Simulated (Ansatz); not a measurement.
Starting structure of a cell relaxation (symmetry kept):

```xyz
6
Lattice="4.8738 0.0000 0.0000 0.0000 4.8738 0.0000 0.0000 0.0000 3.3107" Properties=species:S:1:pos:R:3 pbc="T T T"
Mn    0.0000    0.0000    0.0000
Mn    2.4369    2.4369    1.6554
F     1.4880    1.4880    0.0000
F     0.9489    3.9249    1.6554
F     3.3858    3.3858    0.0000
F     3.9249    0.9489    1.6554
```

Theory: DFT PBEsol, scalar-relativistic, plane waves, PAW (Ansatz).

Plane waves to 420 eV, a k mesh through Γ of 6×6×8 on the computed 6-atom cell and Gaussian smearing (0.02 eV); collinear spin from starting moments 4.59 4.59 0.11 0.11 0.11 0.11 μB.

Question: What does it relax to?

Answer: The volume drops by 0.09 Å³/atom to 13.02 Å³/atom, and the energy falls by 0.2 meV/atom. The cell ends with a moment of 10.00 μB (only this magnetic start was tried). Final structure:
```cif
data_structure
_symmetry_space_group_name_H-M 'P4_2/mnm'
_symmetry_Int_Tables_number 136
_cell_length_a 4.8686
_cell_length_b 4.8686
_cell_length_c 3.2962
_cell_angle_alpha 90.000
_cell_angle_beta 90.000
_cell_angle_gamma 90.000
_cell_volume 78.13
loop_
_atom_site_label
_atom_site_type_symbol
_atom_site_symmetry_multiplicity
_atom_site_Wyckoff_symbol
_atom_site_fract_x
_atom_site_fract_y
_atom_site_fract_z
_atom_site_occupancy
Mn1 Mn 2 a 0.00000 0.00000 0.00000 1
F1 F 4 f 0.30515 0.30515 0.00000 1
```

Course of the relaxation (steps run on the plane waves of an earlier cell, and the basis is chosen afresh near the end, so energy and pressure can step there; trial steps that raised the energy were taken back; energies are free energies):

```
step E − E_final (meV/atom) largest force component (eV/Å) P (GPa) V (Å³/atom)
   1                     0.2                           0.004    -0.68        13.11
   2                    -0.2                           0.004    -0.25        13.06
   3                    -0.3                           0.003     0.00        13.03
   4                     0.0                           0.003    -0.05        13.03
   5                     0.0                           0.000     0.00        13.02
   6                     0.0                           0.000     0.00        13.02
```

The state reached may not be the lowest one. The program reads another magnetic order as possibly lower. Moments started parallel, and an antiferromagnetic order may lie lower.

Cost: 1 run of about 2.1 core-minutes, on Arm Neoverse V1 (shared hosts).